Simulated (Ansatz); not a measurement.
Polymorphs of MnO$_{2}$, each relaxed with plane-wave PAW PBEsol (Ansatz code):

A: Pnma
a = 9.186 Å, b = 2.829 Å, c = 4.504 Å, α = β = γ = 90.00°

| atom | site | symmetry | x | y | z |
|---|---|---|---|---|---|
| Mn | 4c | .m. | 0.1357 | 0.2500 | 0.0247 |
| O | 4c | .m. | 0.2807 | 0.2500 | 0.3102 |
| O | 4c | .m. | 0.0362 | 0.7500 | 0.2106 |

B: CdI2 type (P-3m1)
a = b = 2.8403 Å, c = 5.0791 Å, α = β = 90.00°, γ = 120.00°

| atom | site | symmetry | x | y | z |
|---|---|---|---|---|---|
| Mn | 1b | -3m. | 0.0000 | 0.0000 | 0.5000 |
| O | 2d | 3m. | 0.6667 | 0.3333 | 0.3130 |

**Question.** Rank these by energy per atom at 0 K (lowest first), as PBEsol gives it.

**Answer.** A (+0 meV/atom), B (+73 meV/atom)

**Question.** Give each one's gap.

**Answer.** A 0.63 eV; B 0.77 eV.

Spin orders computed, not proven ground states: A antiferromagnetic; B ferromagnetic. Not the usual ambient phase: A; B. Weakly bound layers, chains or molecules computed without a dispersion correction, so cells and soft constants are ill determined: B. All cells were relaxed under the symmetry of their starts (and spin orders); stability against distortions was not tested throughout. No Hubbard U is applied.

Energies hold the estimated change up to a 700 eV cutoff; steps of a few meV lie near the error of the meshes.

Potentials: the later of the program's two PAW sets.
